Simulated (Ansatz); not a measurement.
**Zone-centre phonons of Ni₂H at 6 GPa: input and output**

Computed with DFT LDA, scalar-relativistic, plane waves, PAW (Ansatz 0.2.0).

Launched with:
```bash
ansatz run input.yaml --threads 1 --pin off --max-ram 3072MiB --backend cpu --events-out ev --progress --plain --runs-dir out
```

Input (bare energies are in eV):
```yaml
crystal:
  lattice:
    - [2.4713123022, 0.0, 0.0]
    - [-1.2356561511, 2.1402192344, 0.0]
    - [0.0, 0.0, 4.0867073573]
  atoms:
    - { symbol: Ni, position: [0.3333333333, 0.6666666667, 0.2597295662] }
    - { symbol: Ni, position: [0.6666666667, 0.3333333333, 0.7402704338] }
    - { symbol: H, position: [0.0, 0.0, 0.0] }
basis:
  ecutwfc: 420
kpoints:
  mp_grid: { grid: [18, 18, 10] }
hamiltonian:
  xc: lda
scf:
  occupations: { method: fermi_dirac, width: 0.15 }
output:
  eigenvalues: true
phonons:
  method: dfpt
  eigenvectors: true
```

Results section of the output:
```
--- Phonons (Γ-DFPT): 4 representative perturbations + reference, on 866 of 3240 k-points (Σ response iterations 16) ---
  k mesh reduced under 2 symmetry operations, with k and −k counted as one. Each operation leaves every solved perturbation unchanged. A smaller set is not used because it would not reduce the number of displacements ...
  ASR residual: 5.562e-4 → 0.000e0 eV/Å²; symmetrization residual: 2.316e-7 eV/Å²
  ASR residual per site (eV/Å²): 5.56e-4 5.56e-4 6.14e-5
  Γ frequencies (cm⁻¹): 0.00 0.00 0.00 147.99 147.99 321.83 825.90 825.90 853.16
  non-analytic LO–TO correction: not included (Born effective charges unavailable; polar crystals: no LO–TO splitting at Γ)
```

Time: 2.2 min on 1 thread of Intel(R) Xeon(R) 6975P-C (Granite Rapids), with other jobs on the host, peak memory 1.6 GiB.

In a metal, frequencies and elastic constants depend on the k mesh and the smearing, soft modes and shear constants most. Spin polarisation was left out, and a magnetic state may lie lower. Other phases may be more stable at this pressure.